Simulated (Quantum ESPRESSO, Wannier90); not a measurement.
Zn2SeS (R3m): Wannier90 run

```
CELL_PARAMETERS angstrom
     -1.95375     3.38399     0.00000
     -3.90750     0.00000     0.00000
     -1.95375     1.12800     6.38365
ATOMIC_POSITIONS crystal
  Zn 0.99626 0.99626 0.01121
  Zn 0.50363 0.50363 0.48911
  Se 0.37548 0.37548 0.87356
  S  0.87465 0.87465 0.37604
```

Materials Project entry mp-1215446; symmetrised, unrelaxed at this level. Not found in the COD (Crystallography Open Database) copy used; not checked further. Level: PBEsol, spinors with spin-orbit coupling; pw.x of Quantum ESPRESSO at 69 Ry with PseudoDojo potentials, 4×4×4 k-points, Wannier90. Density: 10×10×10 mesh, cold smearing 0.01 Ry.

Base run: 32 functions from bands 27-30,51-106 of the 106 computed, start hydrogen-like Zn: s;p; Se: s;p; S: s;p, centres 0.05 Å off the atoms, frozen window up to 2.76 eV relative to the valence-band maximum, outer window open. Bands 31–50 (Zn 3d 93 %) lie between the kept ones and are excluded. One setting was then changed (edges relative to the valence-band maximum; misfit to pw.x on a path, for states up to 2.3 eV relative to the valence-band maximum).

| run | Ω_I (Å²) | rms misfit (meV) | worst (meV) |
|---|---|---|---|
| base | 48.52 | 17 | 103 |
| changed | 52.30 | 39 | 193 |

Problem. Which change was made?
(A) frozen window to 3.76 eV
(B) outer window to 16.05 eV
(C) only the lowest 34 of the kept bands

Solution. A, frozen window to 3.76 eV. The others give:

```csv
run,Ω_I (Å²),rms misfit (meV),worst (meV)
outer window to 16.05 eV,53.25,19,106
only the lowest 34 of the kept bands,71.71,70,377
```
